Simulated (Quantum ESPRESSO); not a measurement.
Band energies of RbBr

```xyz
2
Lattice="0.0000 3.4216 3.4216 3.4216 0.0000 3.4216 3.4216 3.4216 0.0000" Properties=species:S:1:pos:R:3 pbc="T T T"
Br     3.4216     3.4216     3.4216
Rb     0.0000     0.0000     0.0000
```

PBEsol (Quantum ESPRESSO, PseudoDojo norm-conserving, 46 Ry, no spin-orbit coupling); path ΓXWKΓLUWLK,UX; energies in eV from the valence-band maximum.

```
k (1/Å)  point  band 4  band 5  band 6  band 7  band 8  band 9  band 10  band 11
-------  -----  ------  ------  ------  ------  ------  ------  -------  -------
0.00         Γ   -8.43   -8.43    0.00    0.00    0.00    4.22     7.21     7.21
0.23             -8.44   -8.41   -0.29   -0.03   -0.03    4.69     6.81     7.61
0.46             -8.47   -8.43   -0.63   -0.10   -0.10    5.60     6.14     8.56
0.69             -8.50   -8.50   -0.59   -0.15   -0.15    5.67     6.53     8.97
0.92         X   -8.51   -8.51   -0.49   -0.16   -0.16    5.50     7.04     9.07
1.03             -8.51   -8.49   -0.48   -0.22   -0.18    5.60     7.17     8.86
1.26             -8.54   -8.43   -0.46   -0.41   -0.29    6.38     7.66     7.92
1.38         W   -8.57   -8.41   -0.51   -0.36   -0.36    6.98     6.98     8.19
1.54             -8.53   -8.43   -0.51   -0.41   -0.30    6.44     7.66     8.08
1.70         K   -8.48   -8.47   -0.51   -0.42   -0.27    6.24     8.05     8.06
1.92             -8.45   -8.42   -0.77   -0.35   -0.32    6.86     7.32     8.39
2.13             -8.43   -8.40   -0.75   -0.31   -0.19    6.18     6.92     8.17
2.35             -8.43   -8.41   -0.44   -0.17   -0.07    5.13     6.92     7.56
2.68         Γ   -8.43   -8.43    0.00    0.00    0.00    4.22     7.21     7.21
2.87             -8.43   -8.43   -0.19   -0.06   -0.06    4.61     7.10     7.40
3.07             -8.44   -8.41   -0.58   -0.19   -0.19    5.51     7.06     7.94
3.37             -8.44   -8.39   -0.99   -0.35   -0.35    6.61     7.55     9.21
3.47         L   -8.44   -8.39   -1.02   -0.37   -0.37    6.68     7.63     9.46
3.58             -8.44   -8.39   -0.99   -0.37   -0.36    6.71     7.59     9.33
3.81             -8.46   -8.43   -0.77   -0.37   -0.33    6.73     7.47     8.76
4.03         U   -8.48   -8.47   -0.51   -0.42   -0.27    6.24     8.05     8.06
4.14             -8.51   -8.44   -0.51   -0.42   -0.28    6.33     7.86     8.06
4.36         W   -8.57   -8.41   -0.51   -0.36   -0.36    6.98     6.98     8.19
4.54             -8.54   -8.42   -0.63   -0.36   -0.34    6.94     7.11     8.41
4.82             -8.45   -8.40   -0.94   -0.37   -0.36    6.76     7.52     9.21
5.01         L   -8.44   -8.39   -1.02   -0.37   -0.37    6.68     7.63     9.46
5.17             -8.45   -8.40   -0.96   -0.37   -0.36    6.74     7.55     9.22
5.41             -8.47   -8.44   -0.69   -0.38   -0.31    6.62     7.57     8.62
5.57         K   -8.48   -8.47   -0.51   -0.42   -0.27    6.24     8.05     8.06
5.57         U   -8.48   -8.47   -0.51   -0.42   -0.27    6.24     8.05     8.06
5.65             -8.49   -8.48   -0.45   -0.38   -0.23    5.94     7.63     8.38
5.89         X   -8.51   -8.51   -0.49   -0.16   -0.16    5.50     7.04     9.07
```

The PBEsol gap is direct, 4.22 eV at Γ.

Spin-orbit splittings are left out.

Geometry relaxed with PBEsol.
